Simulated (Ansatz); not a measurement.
Ansatz (a quantum-chemistry and plane-wave program) input:

Ansatz 0.2 input:
```yaml
crystal:
  lattice:
    - [6.6414772375, 0.0, 0.0]
    - [0.0, 6.6414772375, 0.0]
    - [0.0, 0.0, 6.6414772375]
  atoms:
    - { symbol: Si, position: [0.5, 0.5, 0.5] }
    - { symbol: Si, position: [0.0, 0.0, 0.0] }
    - { symbol: C, position: [0.75, 0.25, 0.25] }
    - { symbol: C, position: [0.25, 0.25, 0.75] }
    - { symbol: C, position: [0.25, 0.75, 0.25] }
    - { symbol: C, position: [0.75, 0.75, 0.75] }
    - { symbol: N, position: [0.1456808732, 0.8543191268, 0.1456808732] }
    - { symbol: N, position: [0.6456808732, 0.6456808732, 0.6456808732] }
    - { symbol: N, position: [0.8543191268, 0.1456808732, 0.1456808732] }
    - { symbol: N, position: [0.3543191268, 0.3543191268, 0.6456808732] }
    - { symbol: N, position: [0.1456808732, 0.1456808732, 0.8543191268] }
    - { symbol: N, position: [0.6456808732, 0.3543191268, 0.3543191268] }
    - { symbol: N, position: [0.8543191268, 0.8543191268, 0.8543191268] }
    - { symbol: N, position: [0.3543191268, 0.6456808732, 0.3543191268] }
kpoints:
  mp_grid: { grid: [4, 4, 4] }
hamiltonian:
  xc: r2scan
  pseudopotentials: { kind: paw }
scf:
  occupations: { method: fixed }
checkpoint: { read: static.run }
output: { bader: true, populations: true }
```

Output (shortened):

```
Pseudopotential: Si, paw, valence charge 4
Pseudopotential: C, paw, valence charge 4
Pseudopotential: N, paw, valence charge 5
Functional definition: r2SCAN
Crystal: 14 atoms, lattice volume = 292.950 Å³
Basis set: ecut = 500 eV, 7441 PW (Γ), exchange–correlation on 200×200×200 points (64 copies of the dense FFT grid, shifted against one another)
Bands: 46, of which v1, the nominal top of the filled ones, is band 32 counted from 1 (31 counted from 0)
Symmetry: 48 space group operations
Space group: Pn-3m (ITA 224), of the structure as read, at distance tolerance 6.6e-5 Å
k-points: 10 of 64
Stability of the state it starts from, as read at its close in the unpolarized treatment …
iter 1 solved again at ethr=6.84e-7 eV; its pass at ethr=3.10e-3 eV (dr2=4.38e-4 eV) is discarded
SCF iter   1: F=—  HF=-5366.265734 eV  |F-HF|=—  |Δ(HF+E_count)|=         —  Δρ=1.46e-6  dr2=1.03e-8  dr2_τ=5.00e-10  ethr=6.84e-7  ⟨swp⟩=3.5  Hψ=3211  notcnv=0  defer=114
preconditioner: auto → Resta (q_TF=auto, 2.117 Å⁻¹)
SCF iter   2: F=—  HF=-5366.265294 eV  |F-HF|=—  |Δ(HF+E_count)|=   4.39e-4  Δρ=1.16e-6  dr2=7.91e-9  dr2_τ=9.29e-10  ethr=1.61e-11  ⟨swp⟩=16.9  Hψ=3315  notcnv=0
SCF iter   3: F=-5366.265294 eV  HF=-5366.265294 eV  |F-HF|=1.68e-9  |Δ(HF+E_count)|=   1.65e-9  Δρ=6.18e-7  dr2=2.10e-9  dr2_τ=9.44e-11  ethr=1.24e-11  ⟨swp⟩=1.0  Hψ=1005  notcnv=0
SCF 1 converged in 3 iterations: F = -5366.265294 eV  dr2 = 2.10e-9
SCF converged after 3 iterations
Free energy (F): -5366.265294 eV
Harris-Foulkes:  -5366.265294 eV  (|F-HF|=1.68e-9)
Internal energy: -5366.265294 eV  (E = F + TS)
E sigma→0 (E₀):  -5366.265294 eV
Fermi energy:    -0.999919 eV
--- Per-component energies (eV) ---
  E_band       = -593.107235
  E_kinetic    = 1509.399180
  E_local      = -4998.110201  (includes V_loc(G=0)·N_el)
  E_nonlocal   = 522.354501
  E_hartree    = 1769.122092
  E_xc         = -757.840860
  E_vxc        = -1030.079507  (∫ρ·V_xc dr)
  E_paw        = -2481.560934  (= ΣΔE_a)
  E_vpaw       = -199.292260  (= ΣTr[D̂ρ^β])
  E_aug_tail   = 0.000190  (compensation charges beyond the density's cutoff)
  E_vtau       = 64.375849  (kinetic-family band-sum trace: ∫τ·v_τ [+ j·A + Jᵃ·Aᵃ] dr)
  E_ewald      = -929.140785
  E_core_change = -0.488478  (= ΣΔE_core)
  E_smearing   =  0.000000  (= −TS)
  E_closure    = 0.000000  (closes the sum)
  Σ components = -5366.265294   (vs F -5366.265294, Δ=0.00e0)
  [band-id]    e_kinetic+e_local+e_nonlocal+2·e_hartree+e_vxc+e_vpaw+e_augmentation_tail+e_vtau = -593.108064   (vs E_band -593.107235, Δ=-8.30e-4)
--- Band table (eV; the first three rows and the last of 10) ---
  k-point 0: bands = ["-20.4609", "-20.0517", "-20.0517", "-20.0517", "-18.9002", "-18.1267", "-18.1267", "-18.1267", "-13.1210", "-11.8307", "-9.7101", "-9.7101", "-9.7101", "-8.6705", "-8.6705", "-8.6705", "-6.0913", "-6.0913", "-5.7909", "-5.7909", …
  k-point 1: bands = ["-20.4161", "-20.1353", "-20.0516", "-20.0516", "-18.7693", "-18.2320", "-18.1267", "-18.1267", "-12.9612", "-12.0728", "-9.7200", "-9.7200", "-9.4958", "-8.7834", "-8.6507", "-8.6507", "-6.0583", "-6.0152", "-5.8469", "-5.7844", …
  k-point 2: bands = ["-20.2928", "-20.2928", "-20.0515", "-20.0515", "-18.4901", "-18.4901", "-18.1268", "-18.1268", "-12.5516", "-12.5516", "-9.7297", "-9.7297", "-9.0954", "-9.0954", "-8.6311", "-8.6311", "-5.9640", "-5.9640", "-5.8102", "-5.8102", …
  k-point 9: bands = ["-20.4481", "-20.0557", "-20.0557", "-20.0557", "-18.9035", "-18.1263", "-18.1263", "-18.1263", "-13.1187", "-11.8326", "-9.7076", "-9.7076", "-9.7076", "-8.6838", "-8.6838", "-8.6838", "-5.9388", "-5.9388", "-5.9388", "-5.9372", …
--- Löwdin populations: 14 sites ---
  site symbol       q [e]
     0     Si      2.3475
     1     Si      2.3475
     2      C      3.5163
     3      C      3.5163
     4      C      3.5163
     5      C      3.5163
     6      N      5.5294
     7      N      5.5294
     8      N      5.5294
     9      N      5.5294
    10      N      5.5294
    11      N      5.5294
    12      N      5.5294
    13      N      5.5294
  spilling = 0.015700 (of n_electrons = 64.000000)
--- Bader charges: 14 sites ---
  site symbol  charge [e]  shift [e]
     0     Si      3.3183     0.0109
     1     Si      3.3183     0.0109
     2      C      2.0306     0.0121
     3      C      2.0305     0.0121
     4      C      2.0306     0.0121
     5      C      2.0306     0.0121
     6      N     -1.8449     0.0088
     7      N     -1.8448     0.0088
     8      N     -1.8449     0.0088
     9      N     -1.8448     0.0088
    10      N     -1.8448     0.0088
    11      N     -1.8449     0.0088
    12      N     -1.8449     0.0088
    13      N     -1.8449     0.0088
  shift: an alarm, by how much a part of what the PAW files miss would move the charge. Where it is large, compare
  with a run on PAW files of another source; a small one proves nothing
  estimated error of the sums over rays = 6.6e-4 e
```

Cost: roughly 10 core-minutes on shared cores.

The workflow started from a Materials Project entry (that database holds measured and hypothetical structures alike); the Crystallography Open Database files this formula in space group No. 224, but the cells were not matched. Its standing as an ambient phase is unchecked. The cell was relaxed with r²SCAN under the symmetry of its start; whether a distortion lowers the energy is not shown.

Potentials: the later of the program's two PAW sets.

Ansatz is a plane-wave DFT program.
